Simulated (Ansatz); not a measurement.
Relaxed SiO₂ (rutile):

```
SiO2
1.0
    4.19456     0.00000     0.00000
    0.00000     4.19456     0.00000
    0.00000     0.00000     2.67844
Si O
2 4
Direct
  0.00000   0.00000   0.00000
  0.50000   0.50000   0.50000
  0.30606   0.30606   0.00000
  0.80606   0.19394   0.50000
  0.19394   0.80606   0.50000
  0.69394   0.69394   0.00000
```

In this cell atom 5 (O, nearest neighbour Si at 1.766 Å; its periodic images, 2.7 Å or more away, move with it) is moved by s along Cartesian [110], unit vector (0.707, 0.707, 0.000); all other atoms and the cell stay fixed.

Level of theory: PBEsol (plane waves to 420 eV, PAW, scalar-relativistic; Ansatz, a program for electronic structure). k mesh 6×6×10 (Γ-centred), Fermi-Dirac smearing 0.05 eV. The energy includes the smearing's −TS. SiO2 was relaxed with its symmetry unable to fall. The zero of ΔE is the undisplaced structure.

| s (Å) | ΔE (meV/cell) |
|---|---|
| -0.180 | 183.8 |
| -0.144 | 117.3 |
| -0.108 | withheld |
| -0.072 | 29.2 |
| -0.036 | 7.3 |
| 0.000 | 0.0 |
| 0.036 | 7.3 |
| 0.072 | 29.2 |
| 0.108 | withheld |
| 0.144 | 117.3 |
| 0.180 | 183.8 |

Fit an even polynomial form (powers 2, 4) to the given rows and predict ΔE at s = -0.108.

Least squares on the 9 given rows: ΔE = (5628)·s² + (1401)·s⁴, in meV/cell with s in Å; root-mean-square residual 0.01 meV/cell. At -0.108 the fit gives 65.8 meV/cell; the calculation gives 65.8 meV/cell, the same to the digits shown. The quadratic term alone would give 65.6 meV/cell.

(A displaced cell: forces are minus the slopes of the energy, force constants its curvatures, and phonons follow from these.)
